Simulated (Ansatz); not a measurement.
## AlV: strain energy, fitted

AlV, Cmmm, a = 3.491 Å, b = 3.928 Å, c = 4.037 Å. The structure is a Materials Project entry; whether it is the stable form wasn't checked. Ansatz: PBEsol, PAW, 420 eV, Γ-centred 12×10×10 mesh on 4 atoms, Gaussian smearing 0.10 eV; no spin polarisation. Series: equal strain along all axes, cell held, atoms fixed by symmetry; x is the strain in per cent. y is the free energy over the unstrained cell, V0 = 13.840 Å³/atom.

| x (%) | y (meV/atom) |
| --- | --- |
| -6.0 | ? |
| -4.0 | 108.29 |
| -2.0 | 25.46 |
| 0.0 | 0.00 |
| 2.0 | 22.52 |
| 4.0 | 84.90 |
| 6.0 | 180.15 |

**Question.** Fit y = c2 x² + c3 x³ to the other rows, turn c2 into a modulus, and predict the missing energy.

**Answer.** Least squares on the rows shown. y = 6.0523 x² − 0.17591 x³. In eV per unit strain² c2 is 60.52; the stiffness is B for this strain (E = 9/2 B V0 ε², shape held): 2 × 60.52 × 160.2 / (9 × 13.840) = 156 GPa. At x = -6.0 the fit asked for gives 255.88 meV/atom. The run gave 259.36 meV/atom, so the fit is 3.48 meV/atom too low, 1.3 % of the span of the series, against an rms of 0.37 meV/atom on the fitted rows. The row lies outside the fitted range. With a term in x⁴ added, a fit to the same known rows predicts 259.11 meV/atom, so most of the miss is curvature that the known rows already hold.